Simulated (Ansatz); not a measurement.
Cr₂B in space group I4/mcm (No. 140; Cr on 8h, B on 4a), PBE (plane waves, PAW; program Ansatz), all energies at zero smearing, with the estimated change up to a 700 eV cutoff added, with one set of potentials and settings (totals compare only within such a set). Cell of 6 atoms (4 Cr, 2 B): -13825.109 eV.

| element | reference phase | E (eV/atom) |
|---|---|---|
| Cr | Im-3m, 2 atoms in the cell, spin-polarised | -3377.7530 |
| B | R-3m, 12 atoms in the cell | -155.9161 |

Formation energy per atom, worked out: (-13825.109 − 4×(-3377.7530) − 2×(-155.9161))/6 = -0.377 eV/atom (-36 kJ per mol of atoms), at 0 K, without zero-point energy or fitted corrections.

The workflow started from an entry of the Crystallography Open Database (COD). Whether it is the stable phase at ambient conditions was not checked. Symmetry was held in the PBE relaxation; whether a distortion lowers the energy is not shown. The workflow began spin-polarised and lost its moments. The references are the lowest solids computed at this level, not always the standard phases.

Potentials: the later of the program's two PAW sets.
